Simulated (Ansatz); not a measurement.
**Ansatz run, SrLi2GaS4**

The input, for Ansatz 0.2.0 (plane waves, PAW):

```yaml
crystal:
  lattice:
    - [-3.254133, 3.254133, 3.869384]
    - [3.254133, -3.254133, 3.869384]
    - [3.254133, 3.254133, -3.869384]
  atoms:
    - { symbol: Ga, position: [0.0, 0.0, 0.0] }
    - { symbol: Sr, position: [0.5, 0.5, 0.0] }
    - { symbol: Li, position: [0.25, 0.75, 0.5] }
    - { symbol: Li, position: [0.75, 0.25, 0.5] }
    - { symbol: S, position: [0.03526, 0.03526, 0.4132] }
    - { symbol: S, position: [0.96474, 0.37794, 0.0] }
    - { symbol: S, position: [0.62206, 0.62206, 0.5868] }
    - { symbol: S, position: [0.37794, 0.96474, 0.0] }
  symmetry: { tolerance: 0.0003 }
kpoints:
  mp_grid: { grid: [7, 7, 7], shift: [0, 0, 0] }
  band_path:
    path:
      - [0.0, 0.0, 0.0]
      - [0.0, 0.0, 0.5]
      - [0.25, 0.25, 0.25]
      - [0.0, 0.5, 0.0]
      - [0.0, 0.0, 0.0]
      - [0.5, 0.5, -0.5]
      - [0.42681819, 0.57318181, -0.42681819]
      - [-0.42681819, 0.42681819, 0.42681819]
      - [0.0, 0.0, 0.0]
      - [0.0, 0.0, 0.5]
      - [-0.35363638, 0.35363638, 0.5]
    npoints: 6
magnetization:
  spin_polarized: false
scf:
  occupations: { method: fermi_dirac }
  lower_state_search: "off"
  max_iter: 200
hamiltonian:
  pseudopotentials: { kind: paw }
  xc: pbe
basis:
  ecutwfc: 420
  fft_grid_basis: typed
output:
  forces: true
  stress: true
  eigenvalues: true
  bader: true
  populations: true
  elf: true
  write_potential: true
  volumetric_format: npy
  dos:
    e_range: [-12, 8]
    de: 0.05
    projected: { site_lists: { Ga: [Ga], Li: [Li], S: [S], Sr: [Sr] } }
checkpoint:
  read: saved_state
```

The run starts from an earlier solution of this cell. 

Excerpt of what it printed:

```
Pseudopotentials: kind: paw
Pseudopotential: Ga, paw, valence charge 13, recommended cutoff 420 eV (normal), Ga.paw.azcp
Pseudopotential: Sr, paw, valence charge 10, recommended cutoff 420 eV (normal), Sr.paw.azcp
Pseudopotential: Li, paw, valence charge 3, recommended cutoff 420 eV (normal), Li.paw.azcp
Pseudopotential: S, paw, valence charge 6, recommended cutoff 420 eV (normal), S.paw.azcp
Functional definition: PBE
  exchange = pbe_x(kappa = kappa, mu = beta*pi^2/3)
  correlation = pbe_c(beta = beta)
Crystal: 8 atoms, lattice volume = 163.898 Å³
Basis set: ecut = 420 eV, 3157 PW (Γ), exchange–correlation on 90×90×90 points (8 copies of the dense FFT grid, shifted against one another)
Bands: 35, of which v1, the nominal top of the filled ones, is band 27 counted from 1 (26 counted from 0)
Symmetry: 8 space group operations
Space group: I-42m (ITA 121), of the structure as read, at distance tolerance 1.6e-3 Å
k-points: 40 of 343 (time reversal used)
Initial density: read from a saved state, or passed on in memory by an earlier SCF of this step, an earlier step, the calling program or the single point that the run made first
Functional: x = pbe(κ = 0.804, μ = 0.2195), c = pbe(β = 0.0667)
SCF iter   1: F=—  Δρ=3.11e-4  dr2=2.51e-4
SCF iter   2: F=—  Δρ=1.89e-4  dr2=1.17e-4
SCF iter   3: F=—  Δρ=5.15e-5  dr2=9.66e-6
SCF iter   4: F=—  Δρ=4.14e-5  dr2=2.83e-6
SCF iter   5: F=—  Δρ=1.40e-5  dr2=4.41e-7
SCF iter   6: F=-11354.2386 eV  Δρ=5.04e-6  dr2=6.47e-8
Free energy (F): -11354.2386 eV
Harris-Foulkes:  -11354.2386 eV  (|F-HF|=6.22e-8)
Internal energy: -11354.0431 eV  (E = F + TS)
E sigma→0 (E₀):  -11354.1408 eV
Entropy (-TS):   -0.1955 eV (-24.443 meV/atom)
Fermi energy:    4.5426 eV
--- Per-component energies (eV) ---
  E_band       = -360.4228
  E_kinetic    = 833.5673
  E_local      = -3792.3786  (includes V_loc(G=0)·N_el)
  E_nonlocal   = 676.5580
  E_hartree    = 1511.3443
  E_xc         = -653.4373
  E_vxc        = -598.9321  (∫ρ·V_xc dr)
  E_paw        = -7129.6375  (= ΣΔE_a)
  E_vpaw       = -501.9253  (= ΣTr[D̂ρ^β])
  E_aug_tail   =  0.0000  (compensation charges beyond the density's cutoff)
  E_ewald      = -2800.0593
  E_smearing   = -0.1955  (= −TS)
--- Forces (eV/Å), atoms counted from 1 ---
  atom   1  Ga     0.0000     0.0000     0.0000
  atom   2  Sr     0.0000     0.0000     0.0000
  atom   3  Li     0.0000     0.0000     0.0000
  atom   4  Li     0.0000     0.0000     0.0000
  atom   5  S     -0.2662    -0.2662     0.2625
  atom   6  S     -0.2662     0.2662    -0.2625
  atom   7  S      0.2662     0.2662     0.2625
  atom   8  S      0.2662    -0.2662    -0.2625
--- Stress (GPa, compression-positive) ---
        1.4739       0.0000       0.0000
        0.0000       1.4739       0.0000
        0.0000       0.0000       0.2856
  P = ⅓ Tr σ = 1.0778 GPa (10.778 kbar)
--- Löwdin populations: 8 sites ---
  site symbol       q [e]
     0     Ga     12.8090
     1     Sr      8.3363
     2     Li      2.3614
     3     Li      2.3614
     4      S      6.6697
     5      S      6.6697
     6      S      6.6697
     7      S      6.6697
  spilling = 0.0085 (of n_electrons = 53.0000)
--- Bader charges: 8 sites ---
  site symbol  charge [e]  shift [e]
     0     Ga      1.1964     0.0038
     1     Sr      1.5053     0.0000
     2     Li      0.8686     0.0008
     3     Li      0.8686     0.0008
     4      S     -1.1097     0.0013
     5      S     -1.1098     0.0013
     6      S     -1.1098     0.0013
     7      S     -1.1097     0.0013
```

Origin: a known structure type with other elements, at an estimated volume, so it need not be a known compound. Caveats: many states at the Fermi level without spin polarisation, so a magnetic state may lie lower.
